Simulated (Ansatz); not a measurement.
A trial cell of VSi2 was relaxed with PBE (plane waves to 420 eV, PAW, scalar-relativistic; Ansatz, a first-principles code).

Before: P6₃/mmc (No. 194), hP6; a = 3.862 Å, b = 3.862 Å, c = 6.114 Å, α = 90.00°, β = 90.00°, γ = 120.00°.

After relaxation:

Simulated powder pattern, Mo Kα, λ = 0.71073 Å (kinematic, ideal powder, no thermal factors, no anomalous dispersion; the 24 strongest lines at most, above 1 %, up to 2θ = 45°):

```json
[
 {"2θ (°)": "11.04", "I/Imax (%)": "17"},
 {"2θ (°)": "19.19", "I/Imax (%)": "100"},
 {"2θ (°)": "19.81", "I/Imax (%)": "98"},
 {"2θ (°)": "22.19", "I/Imax (%)": "2.5"},
 {"2θ (°)": "27.72", "I/Imax (%)": "35"},
 {"2θ (°)": "29.50", "I/Imax (%)": "1.7"},
 {"2θ (°)": "33.13", "I/Imax (%)": "6.1"},
 {"2θ (°)": "33.56", "I/Imax (%)": "17"},
 {"2θ (°)": "33.93", "I/Imax (%)": "35"},
 {"2θ (°)": "38.57", "I/Imax (%)": "21"},
 {"2θ (°)": "38.95", "I/Imax (%)": "10"},
 {"2θ (°)": "44.06", "I/Imax (%)": "13"}
]
```

### Question
Identify the relaxed structure from its pattern: crystal system, space group and cell.

### Answer
Hexagonal, P6/mmm (No. 191), hP3; a = b = 4.2639 Å, c = 2.4925 Å, α = β = 90.00°, γ = 120.00°. Sites: V 1b (0.000, 0.000, 0.500); Si 2c (0.333, 0.667, 0.000).

### Question
Index the strongest lines.

### Answer
19.19° (1 1 -2 0), 19.81° (1 0 -1 1), 27.72° (2 0 -2 1), 33.93° (2 1 -3 1), 38.57° (1 1 -2 2).

No spin polarisation in the result: the starting moments vanished. The relaxed primitive cell holds an odd number of electrons. A magnetic state may lie lower.

The run could not lose the symmetry of its start, so the end can be a saddle point.

The relaxed structure here is a generated cell of VSi2: the first start was made by placing the elements on the sites of a structure type, and the end was not matched to a known phase here, so it may be hypothetical.
